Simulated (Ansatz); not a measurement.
MoPd:
```
CELL_PARAMETERS angstrom
      2.69517     0.00000     0.00000
      0.00000     2.69517     0.00000
      0.00000     0.00000     4.12538
ATOMIC_POSITIONS crystal
  Pd 0.00000 0.00000 0.00000
  Mo 0.50000 0.50000 0.50000
```

Relaxed with r²SCAN. Special points in fractions of this cell's reciprocal vectors: Γ (0.000, 0.000, 0.000); X (0.000, 0.500, 0.000); M (0.500, 0.500, 0.000); Z (0.000, 0.000, 0.500); R (0.000, 0.500, 0.500); A (0.500, 0.500, 0.500).

**Question.** List the band energies nearest the Fermi level at these points for r²SCAN with spin–orbit coupling in the plane-wave PAW code Ansatz.

**Answer.** In eV from the Fermi level; about four levels below and three above (degenerate sets whole), none deeper than 8.9 eV; points with the same levels are listed once.

```csv
k,below,above
Γ,-1.59 -1.59 -1.17 -1.17,2.06 2.06 2.46 2.46
X,-2.42 -2.42 -2.33 -2.33,0.43 0.43 1.87 1.87
M,-0.43 -0.43 -0.33 -0.33,1.35 1.35 1.37 1.37
Z,-1.53 -1.53 -1.06 -1.06,1.15 1.15 1.27 1.27
R,-2.45 -2.45 -0.01 -0.01,0.44 0.44 0.87 0.87
A,-2.74 -2.74 -0.41 -0.41,1.10 1.10 5.07 5.07
```

Space group P4/mmm (L1₀ or tetragonal B2). The start of the workflow was typed in or built on a structure type; neither database checked (COD, Materials Project) lists it. Its standing as an ambient phase is unchecked. The r²SCAN relaxation kept the symmetry of its start; whether a distortion lowers the energy is not shown. The run is not spin-polarised.

Potentials: the later of the program's two PAW sets.
